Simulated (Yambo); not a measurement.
CO₂ (space group P4_12_12, No. 92), G0W0@PBEsol in Yambo with this input:

```
rim_cut
gw0
dyson
el_el_corr
HF_and_locXC
ppa
em1d
RandQpts= 1000000
RandGvec= 1 Ry
EXXRLvcs= 84 Ry
VXCRLvcs= 336 Ry
Chimod= "HARTREE"
% BndsRnXp
 1 | 267 |
%
NGsBlkXp= 7 Ry
% LongDrXp
 1.0 | 1.0 | 1.0 |
%
PPAPntXp= 27.2114 eV
% GbndRnge
 1 | 267 |
%
GTermKind= "BG"
DysSolver= "n"
ExtendOut
```

On a 2×2×2 mesh, with wavefunctions cut at 84 Ry, the gap (Γ → Γ) is 10.215 eV and the valence edge shifts by -2.239 eV.

Task: What happens with this change: no random integration?

Result: The gap falls by 0.080 eV, to 10.135 eV; the shift of the valence edge becomes -2.082 eV. Neither run is shown to be the converged limit.

Geometry of the Materials Project entry, not relaxed at this level; primitive cell a = b = 5.069 Å, c = 7.232 Å, α = β = γ = 90.00°.

The structure is a Materials Project entry; no match was found in the copy of COD used, and its stability was not checked.

A shift is the quasiparticle energy of the state minus its PBEsol energy.

The distance between layers or molecules is the database entry's, not relaxed here. Functionals without dispersion can leave it too large, which widens gaps and weakens the response across layers: the numbers belong to this cell.
